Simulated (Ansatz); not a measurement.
# LaPb$_{3}$ under compression and expansion

```cif
data_structure
_symmetry_space_group_name_H-M 'P 1'
_symmetry_Int_Tables_number 1
_cell_length_a 4.9060
_cell_length_b 4.9060
_cell_length_c 4.9060
_cell_angle_alpha 90.000
_cell_angle_beta 90.000
_cell_angle_gamma 90.000
_cell_volume 118.08
loop_
_atom_site_label
_atom_site_type_symbol
_atom_site_fract_x
_atom_site_fract_y
_atom_site_fract_z
_atom_site_occupancy
La1 La 0.00000 0.00000 0.00000 1
Pb1 Pb 0.00000 0.50000 0.50000 1
Pb2 Pb 0.50000 0.00000 0.50000 1
Pb3 Pb 0.50000 0.50000 0.00000 1
```

The runs use the primitive cell with vectors (4.906, 0.000, 0.000), (0.000, 4.906, 0.000), (0.000, 0.000, 4.906) Å, to which the k mesh refers.

The cell is COD entry 1538830, as deposited and not checked against the literature; nothing was relaxed.

No spin–orbit coupling, which matters for the heavy atoms here.

Methods: DFT, PBEsol, all-electron LAPW, scalar-relativistic (Ansatz 0.2.0); DFT, PBEsol, PAW with Ansatz's default frozen-core files, scalar-relativistic (Ansatz 0.2.0).

For LAPW: a Γ-centred 7×7×7 k mesh, Fermi–Dirac smearing of 0.05 eV, basis error target 1 meV/atom, no spin polarisation. PAW takes a cutoff of 420 eV at this cell (files made with PBE, cores remade for this functional). The Ansatz runs share mesh, smearing and spin set-up. Plane-wave (PAW) pressures include the program's estimate of the Pulay term.

The cell above is scaled evenly, with fractional coordinates and shape held.

**Question.** Estimate the equilibrium volume and bulk modulus that all-electron LAPW gives for this fixed shape.

**Answer.** V0 = 29.07 Å³/atom, B0 = 56 GPa, B0′ = 4.7, from a third-order Birch–Murnaghan fit to these pressures:
```tsv
V/V(cell)	V (Å³/atom)	P, LAPW (GPa)	P, PAW (GPa)	free energy over the lowest listed, PAW (meV/atom)
0.9400	27.749	2.89	2.87	11.1
0.9600	28.340	1.50	1.48	3.2
0.9800	28.930	0.27	0.25	0.0
0.9900	29.225	-0.29	-0.31	0.1
1.0000	29.520	-0.82	-0.84	1.1
1.0100	29.816	-1.33	-1.34	3.1
1.0200	30.111	-1.80	-1.82	6.1
1.0400	30.701	-2.67	-2.69	14.4
1.0600	31.292	-3.44	-3.46	25.7
```

PAW's V0 lies -0.03 % from the all-electron value and its B0 0.1 %. Symmetry fixes shape and coordinates here, so this is the relaxed modulus.
